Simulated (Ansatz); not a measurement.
Si$_{3}$Ge in space group P-4m2 (No. 115; Si on 2g, Si on 1a, Ge on 1c) under volume change, the program Ansatz at the PBE level (PAW), shape and atoms relaxed at each volume.

```tsv
V (Å³/atom)	E − E(relaxed) (meV/atom)	P (GPa)
19.264	51.7	9.46
19.899	21.7	5.78
20.534	5.1	2.66
21.169	0.0	0.00
21.804	4.6	-2.26
22.440	17.4	-4.17
23.075	37.2	-5.78
```

### Question
What does a third-order Birch–Murnaghan fit give for V₀, B₀ and B′?

### Answer
V₀ = 21.17 Å³/atom, B₀ = 81.3 GPa, B′ = 4.4.

The start of the workflow was typed in or built on a structure type; neither database checked (COD, Materials Project) lists it. Whether it is the stable phase at ambient conditions was not checked. The cell was relaxed with PBE under the symmetry of its start; whether a distortion lowers the energy is not shown.

Potentials: the later of the program's two PAW sets.
